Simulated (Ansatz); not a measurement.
Mg₃CdSe₄: computed properties

All numbers below come from DFT PBE, scalar-relativistic, plane waves, PAW in Ansatz.

Plane waves to 420 eV, a k mesh through Γ of 8×8×8 on the computed 8-atom cell and Gaussian smearing (0.10 eV); no spin polarisation.

The structure is relaxed at this level of theory with its symmetry kept, and needn't be the ground state of this composition.

Space group Pm-3m (No. 221). a = 5.581 Å, b = 5.581 Å, c = 5.581 Å, α = 90.00°, β = 90.00°, γ = 90.00°
```json
{"atom": "Mg", "site": "3d", "symmetry": "4/mm.m", "x": "0.5000", "y": "0.0000", "z": "0.0000"}
{"atom": "Cd", "site": "1b", "symmetry": "m-3m", "x": "0.5000", "y": "0.5000", "z": "0.5000"}
{"atom": "Se", "site": "3c", "symmetry": "4/mm.m", "x": "0.0000", "y": "0.5000", "z": "0.5000"}
{"atom": "Se", "site": "1a", "symmetry": "m-3m", "x": "0.0000", "y": "0.0000", "z": "0.0000"}
```

| Quantity | Value |
| --- | --- |
| Space group | Pm-3m (No. 221) |
| Volume per atom | 21.72 Å³ |
| Formation energy from the elements' standard states (uncorrected) | -1.037 eV/atom |
| Kohn–Sham band gap | none (metal) |
| Density of states at the Fermi level | 0.0 states/eV per cell |
| Orbital (Löwdin) character within 0.5 eV of the Fermi level | Se 4p 88 % |
| Bader charge by site (e) | Mg (3 in the cell) 1.63, Cd (1 in the cell) 0.79, Se (3 in the cell) -1.35, Se (1 in the cell) -1.63 |

The cell was found from a structure generator's guess, not taken from experiment. Löwdin shares on free-atom orbitals overweight diffuse shells.
